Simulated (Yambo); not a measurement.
A G0W0@LDA run in Yambo for Ba₂NF (space group R-3m, No. 166) (4×4×4 Γ-centred k mesh, 134 bands and a 7 Ry block in the screening, 134 bands in G with the Bruneval-Gonze terminator, plasmon pole fitted at 27.2 eV) gives these matrix elements, in eV, at the band edges (F → F):

```
state               E0    <Vxc>     <Σx>  <Σc(E0)>      Z
---------------  -----  -------  -------  --------  -----
valence edge     0.000  -15.158  -18.289     2.591  0.771
conduction edge  0.721   -9.041   -4.630    -3.842  0.831
```

### Question
Solve the linearised quasiparticle equation for both states, give the gap, and say how exchange and correlation each act on it.

### Answer
E = E0 + Z(Σx + Σc − Vxc). Valence: 0.000 + 0.771 × (-18.289 + (2.591) − (-15.158)) = -0.42 eV. Conduction: 0.721 + 0.831 × (-4.630 + (-3.842) − (-9.041)) = 1.19 eV. The gap is 1.61 eV, against 0.72 eV in LDA. Replacing Vxc by bare exchange alone would open it by 7.54 eV; correlation takes back 6.43 eV of that, and Z scales what is left. Nearest settings tried, and what they do to the gap: 75 bands in W, 75 bands in G: +19 meV; 2×2×2 mesh: -155 meV. Not varied: block. So the settings aren't converged at that level. 

Geometry relaxed with LDA; primitive cell a = b = c = 6.850 Å, α = β = γ = 33.10°.

The structure is a Materials Project entry; no match was found in the copy of COD used, and its stability was not checked.
